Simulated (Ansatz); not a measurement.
One stationary structure of BeS. Space group F-43m (No. 216), zinc blende type. Computed with r2SCAN (plane waves to 500 eV, PAW, scalar-relativistic; Ansatz, a program for electronic structure).

```cif
data_Be4S4
_chemical_formula_sum 'Be4 S4'
_space_group_name_H-M_alt 'F-43m'
_space_group_IT_number 216
_space_group_name_Hall 'F -4 2 3'
_cell_length_a 4.86853
_cell_length_b 4.86853
_cell_length_c 4.86853
_cell_angle_alpha 90.000
_cell_angle_beta 90.000
_cell_angle_gamma 90.000
loop_
_atom_site_label
_atom_site_type_symbol
_atom_site_symmetry_multiplicity
_atom_site_Wyckoff_symbol
_atom_site_fract_x
_atom_site_fract_y
_atom_site_fract_z
_atom_site_occupancy
Be1 Be 4 a 0.00000 0.00000 0.00000 1
S1 S 4 d 0.75000 0.75000 0.75000 1
```
(The calculation used a cell of 2 atoms; values per cell refer to that cell.)

```yaml
volume_per_atom: 14.42 Å³
density: 2.36 g/cm³
band_gap: 3.59 eV, indirect (valence top at Γ, conduction bottom at X) (no spin-orbit coupling)
smallest_direct_gap: 6.22 eV at or next to Γ
shortest_distances: Be–S 2.11 Å; S–S 3.44 Å; Be–Be 3.44 Å
k-mesh: 16×16×16
```

Band energies at high-symmetry points (eV from the VBM; labels of this space group; no spin-orbit coupling), from −5 eV up to 5.1 eV:

```
point                energies
-----  ----------------------
Γ              0.00 0.00 0.00
X            -2.68 -2.68 3.59
U      -4.66 -4.14 -2.22 4.85
K      -4.66 -4.14 -2.22 4.85
L                 -1.04 -1.04
W           -4.36 -3.92 -3.36
```

No spin polarisation in the result.

The run could not lose the symmetry of its start.

It was reached from a disturbed copy of a P-6m2 (No. 187) cell (AFLOW prototype AB_hP2_187_d_a (B_h, as in WC)), against which it lies -1.04 eV/atom.
